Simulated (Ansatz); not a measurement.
Consider the following.

Relaxed PbTe (rock salt):

```yaml
crystal:
  lattice:
    - [0.00000, 6.56902, 6.56902]
    - [3.28451, 0.00000, 3.28451]
    - [3.28451, 3.28451, 0.00000]
  atoms:
    - { symbol: Te, position: [0.00000, 0.00000, 0.00000] }
    - { symbol: Te, position: [0.50000, 0.00000, 0.00000] }
    - { symbol: Pb, position: [0.25000, 0.50000, 0.50000] }
    - { symbol: Pb, position: [0.75000, 0.50000, 0.50000] }
```

In each cell atom 3 (Pb, nearest neighbour Te at 3.285 Å; its periodic images, 4.6 Å or more away, move with it) moves by s·(0.707, 0.707, 0.000) (along Cartesian [110]), the rest being held.

Level of theory: PBE (plane waves to 420 eV, PAW, scalar-relativistic; Ansatz, a quantum-chemistry and plane-wave program). k mesh 7×7×7 (Γ-centred), Fermi-Dirac smearing 0.05 eV. Energies are smeared free energies. PbTe was relaxed with its symmetry unable to fall. Spin-orbit coupling is left out, though Pb and Te are heavy. ΔE is measured from the undisplaced structure.

The scan covers s from -0.330 to 0.330 Å in 11 points.

Q: Is the energy the same for equal positive and negative displacements?

A: Even: the same for both signs. With its periodic images moving along, the atom's site symmetry in this cell is -3m.

Q: What force acts on the atom along the line at s = -0.330 Å?

A: 0.495 eV/Å.

Q: What is the energy change at s = 0.330 Å?

A: 71.3 meV/cell.

Q: What is the force constant k = d²E/ds² of this move at s = 0?

A: 1.10 eV/Å².

(A displaced cell: forces are minus the slopes of the energy, force constants its curvatures, and phonons follow from these.)
